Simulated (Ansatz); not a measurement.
MoS₂:
Space group R3m, hexagonal axes (No. 160); a = b = 3.176 Å, c = 18.671 Å, α = β = 90.00°, γ = 120.00°

```json
[
 {"atom": "Mo", "site": "3a", "symmetry": "3m", "x": "0.0000", "y": "0.0000", "z": "0.0002"},
 {"atom": "S", "site": "3a", "symmetry": "3m", "x": "0.0000", "y": "0.0000", "z": "0.5837"},
 {"atom": "S", "site": "3a", "symmetry": "3m", "x": "0.0000", "y": "0.0000", "z": "0.7500"}
]
```
(The calculation used a cell of 3 atoms; values per cell refer to that cell.)

Relaxed with r²SCAN+D4. Plane-wave PAW r²SCAN+D4 (Ansatz code) gives a gap of 1.03 eV.

Question: What gap does HSE06 give on the same cell (Ansatz, PAW)?

Answer: 1.42 eV, 0.39 eV more. The hybrid was solved on a coarser mesh and at special points; the gap given is the minimum over both.

```csv
k,v1 r²SCAN+D4,c1 r²SCAN+D4,v1 HSE06,c1 HSE06
Γ,-1.13,2.18,…,…
T,0.00,2.27,…,…
L,-1.47,1.69,…,…
F,-1.31,1.65,…,…
S0,-0.76,1.04,-0.71,1.43
H0,-0.77,1.07,-0.73,1.47
```

Question: Top valence (v1) and lowest conduction level (c1) in eV from each method's valence maximum (which need not be a listed point): supply the withheld HSE06 values.

Answer: 
- F, v1 HSE06: -1.43
- F, c1 HSE06: 2.18
- L, v1 HSE06: -1.59
- L, c1 HSE06: 2.23
- Γ, v1 HSE06: -1.19
- Γ, c1 HSE06: 2.76
- T, v1 HSE06: 0.00
- T, c1 HSE06: 2.86

Cost on shared cores: the r²SCAN+D4 run (SCF on a 10×10×10 mesh, then bands and DOS) about 2.0 core-minutes (a rough figure), the HSE06 run (SCF on 7×7×7, then a few points) very roughly 8 core-minutes; the tasks are unlike.

Symmetry was held in the r²SCAN+D4 relaxation. No spin polarisation was allowed. Scalar-relativistic: spin–orbit coupling is off unless named, which matters more the heavier the elements.

Potentials: the earlier of the program's two PAW sets.
